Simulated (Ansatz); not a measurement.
Cd$_{2}$TeSe, first-principles data

Cd2TeSe:
```
Cd2TeSe
1.0
    2.22303     1.28347     7.25909
   -2.22303     1.28347     7.25909
    0.00000    -2.56694     7.25909
Cd Te Se
2 1 1
Direct
  0.00523   0.00523   0.00523
  0.49492   0.49492   0.49492
  0.62388   0.62388   0.62388
  0.12596   0.12596   0.12596
```

Space group R3m (No. 160); conventional cell a = b = 4.4461 Å, c = 21.7773 Å, α = β = 90.00°, γ = 120.00°.

Method: DFT-PBEsol in the program Ansatz with PAW potentials. Structure relaxed to zero pressure with the same functional. Other levels are named where they apply.

**Cell and energy**

- Volume per atom: 31.07 Å³
- Density: 5.76 g/cm³
- Formation energy from the elements (no fitted shifts): -0.46 eV/atom

**Electronic structure**

- Band gap = 0.15 eV (direct)
- Valence-band maximum = at Γ
- Conduction-band minimum = at Γ
- Electron effective mass = 0.026, 0.026, 0.047 mₑ (principal values)
- Hole effective mass, band 1 of 2 at the edge = 0.74 along x, 1.7 along z (mₑ)
- Hole effective mass, band 2 of 2 at the edge = 0.026 along x, 1.7 along z (mₑ)
- HSE06 gap on the PBEsol cell = 1.09 eV
- Gap with spin–orbit coupling = none (metallic)

**Mechanics**

- Bulk modulus (Birch–Murnaghan fit) = 45.6 GPa
- Pressure derivative B′ = 4.7
- Elastic constants (relaxed ions, GPa) = C11 = 69.3, C12 = 35.3, C13 = 32.0, C14 = -5.8, C33 = 73.9, C44 = 12.5
- Mechanical stability = stable (all eigenvalues of C positive)
- Hill bulk and shear moduli = 45.7 and 14.6 GPa
- Young's modulus = 39.5 GPa
- Poisson's ratio = 0.36
- Debye temperature from the elastic constants = 169 K

**Dielectric response**

* **Electronic dielectric constant ε∞ (DFPT)**: 10.2 (xx = yy), 9.22 (zz)
* **Born charges (a third of the trace)**: Cd +2.19 to +2.29, Te -2.07, Se -2.41 e

**Phonons**

- Highest zone-centre frequency (without LO–TO term): 175 cm⁻¹
- Zone-centre stability: no imaginary mode at Γ

The first step of the workflow began from a Materials Project structure, measured or hypothetical; the Crystallography Open Database copy checked does not list it. Its standing as an ambient phase is unchecked. The cell was relaxed with PBEsol under the symmetry of its start. The references are the lowest solids computed at this level, not always the standard phases. Spin–orbit coupling is left out wherever it is not named.

Potentials: the later of the program's two PAW sets.
